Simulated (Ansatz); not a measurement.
Y2Al3Si2:
```yaml
crystal:
  lattice:
    - [5.08438, 2.01874, 0.00000]
    - [-5.08438, 2.01874, 0.00000]
    - [-1.27942, 0.00000, 6.48889]
  atoms:
    - { symbol: Y, position: [0.37985, 0.62015, 0.67806] }
    - { symbol: Y, position: [0.62015, 0.37985, 0.32194] }
    - { symbol: Al, position: [0.69339, 0.30661, 0.86799] }
    - { symbol: Al, position: [0.30661, 0.69339, 0.13201] }
    - { symbol: Al, position: [0.00000, 0.00000, 0.00000] }
    - { symbol: Si, position: [0.90817, 0.09183, 0.35857] }
    - { symbol: Si, position: [0.09183, 0.90817, 0.64143] }
```

Relaxed with r²SCAN. Special points in fractions of this cell's reciprocal vectors: Γ (0.000, 0.000, 0.000); C (0.291, 0.291, 0.000); C2 (-0.291, 0.709, 0.000); Y2 (-0.500, 0.500, 0.000); M2 (-0.500, 0.500, 0.500); D (-0.279, 0.721, 0.500); D2 (0.279, 0.279, 0.500); A (0.000, 0.000, 0.500); L2 (0.000, 0.500, 0.500); V2 (0.000, 0.500, 0.000).

**Question.** List the band energies nearest the Fermi level at these points for plane-wave PAW r²SCAN (Ansatz code).

**Answer.** In eV from the Fermi level; about four levels below and three above (degenerate sets whole), none deeper than 8.9 eV; points with the same levels are listed once.

| k | below | above |
|---|---|---|
| Γ | -2.65 -2.08 -1.91 -1.56 | 0.12 0.24 0.29 |
| C | -3.30 -2.62 -1.65 -0.96 | 0.39 1.20 1.82 |
| Y2 | -1.52 -0.72 -0.71 -0.47 | 0.10 1.01 1.70 |
| M2 | -2.13 -2.13 -1.98 -1.12 -0.77 | 0.10 1.43 1.99 |
| D | -1.93 -1.85 -1.21 -1.08 | 0.43 1.32 2.36 |
| A | -1.98 -1.82 -1.59 -0.38 | 0.92 1.14 1.39 |
| L2 | -2.41 -2.02 -1.63 -0.27 | 0.85 1.20 2.57 |
| V2 | -2.64 -1.55 -1.04 -0.68 | 1.56 2.25 2.30 |

Space group C2/m. The workflow started from a Materials Project entry (that database holds measured and hypothetical structures alike); the Crystallography Open Database files this formula in space group No. 12, but the cells were not matched. Whether it is the stable phase at ambient conditions was not checked. The r²SCAN relaxation kept the symmetry of its start; its stability against distortions is not shown here. No spin polarisation was allowed. Scalar-relativistic: spin–orbit coupling is off unless named, which matters more the heavier the elements.

Potentials: the earlier of the program's two PAW sets.
